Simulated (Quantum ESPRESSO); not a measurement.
Band energies of BaS

```xyz
2
Lattice="0.0000 3.1647 3.1647 3.1647 0.0000 3.1647 3.1647 3.1647 0.0000" Properties=species:S:1:pos:R:3 pbc="T T T"
S      3.1647     3.1647     3.1647
Ba     0.0000     0.0000     0.0000
```

PBEsol (pw.x of Quantum ESPRESSO, ONCV potentials, no spin-orbit coupling); path ΓXWKΓLUWLK,UX; energies in eV from the valence-band maximum.

| k (1/Å) | point | band 4 | band 5 | band 6 | band 7 | band 8 | band 9 | band 10 | band 11 |
|---|---|---|---|---|---|---|---|---|---|
| 0.00 | Γ | -10.87 | -10.32 | 0.00 | 0.00 | 0.00 | 3.63 | 3.89 | 3.89 |
| 0.44 |  | -10.96 | -9.62 | -1.26 | -0.13 | -0.13 | 2.89 | 4.60 | 5.27 |
| 0.99 | X | -11.09 | -10.23 | -0.43 | -0.09 | -0.09 | 2.04 | 6.07 | 6.19 |
| 1.49 | W | -11.26 | -9.58 | -1.12 | -0.42 | -0.42 | 4.22 | 4.22 | 6.46 |
| 1.61 |  | -11.17 | -9.59 | -1.08 | -0.44 | -0.44 | 3.70 | 4.85 | 6.51 |
| 1.84 | K | -11.03 | -9.63 | -0.93 | -0.58 | -0.46 | 3.23 | 5.91 | 6.77 |
| 2.16 |  | -10.93 | -9.22 | -1.58 | -0.99 | -0.43 | 4.55 | 5.29 | 5.46 |
| 2.68 |  | -10.87 | -9.93 | -0.45 | -0.26 | -0.06 | 3.82 | 4.03 | 4.09 |
| 2.89 | Γ | -10.87 | -10.32 | 0.00 | 0.00 | 0.00 | 3.63 | 3.89 | 3.89 |
| 3.22 |  | -10.89 | -9.65 | -0.79 | -0.41 | -0.41 | 3.90 | 4.40 | 4.40 |
| 3.65 |  | -10.91 | -8.95 | -1.91 | -1.05 | -1.05 | 5.06 | 6.01 | 6.22 |
| 3.75 | L | -10.91 | -8.91 | -1.97 | -1.08 | -1.08 | 5.46 | 5.66 | 6.48 |
| 4.16 |  | -10.98 | -9.34 | -1.35 | -0.81 | -0.64 | 4.05 | 5.45 | 6.44 |
| 4.36 | U | -11.03 | -9.63 | -0.93 | -0.58 | -0.46 | 3.23 | 5.91 | 6.77 |
| 4.71 | W | -11.26 | -9.58 | -1.12 | -0.42 | -0.42 | 4.22 | 4.22 | 6.46 |
| 5.15 |  | -10.95 | -9.12 | -1.66 | -0.94 | -0.87 | 4.85 | 5.13 | 6.59 |
| 5.41 | L | -10.91 | -8.91 | -1.97 | -1.08 | -1.08 | 5.46 | 5.66 | 6.48 |
| 5.59 |  | -10.93 | -9.01 | -1.82 | -1.02 | -0.98 | 5.07 | 5.48 | 6.41 |
| 6.02 | K | -11.03 | -9.63 | -0.93 | -0.58 | -0.46 | 3.23 | 5.91 | 6.77 |
| 6.02 | U | -11.03 | -9.63 | -0.93 | -0.58 | -0.46 | 3.23 | 5.91 | 6.77 |
| 6.37 | X | -11.09 | -10.23 | -0.43 | -0.09 | -0.09 | 2.04 | 6.07 | 6.19 |

The PBEsol gap is indirect, 2.04 eV, from Γ to X; the smallest direct gap is 2.13 eV.

Geometry relaxed with PBEsol.
